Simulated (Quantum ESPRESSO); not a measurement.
# Al3GeNO5: convergence and cost over cutoff and k mesh

Computed values, not a measurement. The program is pw.x of Quantum ESPRESSO 7.5 (plane-wave density functional theory). The cell is made up: 10 atoms on a corundum lattice, with randomly drawn elements, strain and displacements, not relaxed. PseudoDojo standard norm-conserving files (v0.5 for PBE, v0.4.1 for LDA and PBEsol) set the functional; there is no spin polarisation, spin-orbit coupling or dispersion term, and the masses in the input are unused placeholders.

Input of the run in row 4:

```
&control calculation='scf', pseudo_dir='./dojo.nc.sr.pbe.v0_5.standard.upf', outdir='./o', disk_io='medium', tprnfor=.true., tstress=.true. /
&system ibrav=0, nat=10, ntyp=4, nbnd=35, ecutwfc=84.00895049, nosym=.true., tot_charge=0,
 occupations='smearing', smearing='fd', degauss=0.0018374661
/
&electrons conv_thr=7.350e-09, electron_maxstep=60, /
ATOMIC_SPECIES
Al 1.0 Al.upf
Ge 1.0 Ge.upf
N 1.0 N.upf
O 1.0 O.upf
CELL_PARAMETERS angstrom
2.4172 1.3956 4.3955
-2.4172 1.3956 4.3955
0.0 -2.7911 4.3955
ATOMIC_POSITIONS angstrom
Al 0.041 -0.0072 4.6364
Al 0.0825 0.0057 1.9232
Ge -0.0044 -0.049 8.5851
Al -0.0639 0.0047 11.2098
N -0.9134 1.3764 7.684
O -0.8064 -1.4333 7.6365
O 1.7067 0.082 7.6866
O 0.9725 -1.4439 5.4432
O 0.7213 1.5106 5.5469
O -1.6572 -0.0547 5.4667
K_POINTS automatic
6 6 6 1 1 1
```

The same cell was run at these settings. Meshes are shifted by half a step, and differences are from the last row, which is itself not exact.

| cutoff (eV) | k mesh | k points solved | threshold (eV) | free energy less the last row's (eV) | pressure (GPa) | largest stress difference (GPa) | largest force difference (eV/Å) | iterations | wall time (s) | k-point pools | processor |
| --- | --- | --- | --- | --- | --- | --- | --- | --- | --- | --- | --- |
| 800 | 2 x 2 x 2 | 4 | 1e-04 | 1.547 | -17.22 | 23.51 | 0.079 | 8 | 31 | 1 | AMD EPYC, Zen 5 class |
| 1143 | 2 x 2 x 2 | 4 | 1e-07 | 0.039 | 6.14 | 0.14 | 0.048 | 11 | 37 | 1 | AMD EPYC, Zen 5 class |
| 677 | 6 x 6 x 6 | 108 | 1e-07 | 9.445 | -97.99 | 104.34 | 0.092 | 11 | 377 | 1 | AMD EPYC, Zen 5 class |
| 1143 | 6 x 6 x 6 | 108 | 1e-07 | 0.003 | 6.16 | 0.02 | 0.000 | 11 | 678 | 1 | AMD EPYC, Zen 5 class |
| 1437 | 8 x 8 x 8 | 256 | 1e-07 | 0.000 | 6.17 | 0.00 | 0.000 | 11 | 2808 | 1 | AMD EPYC, Zen 5 class |

Each pool is one process. Wall times include start-up and a band step at six k points, which weighs most on the coarsest meshes. The runs were on shared virtual cores whose load varied, so times are rough.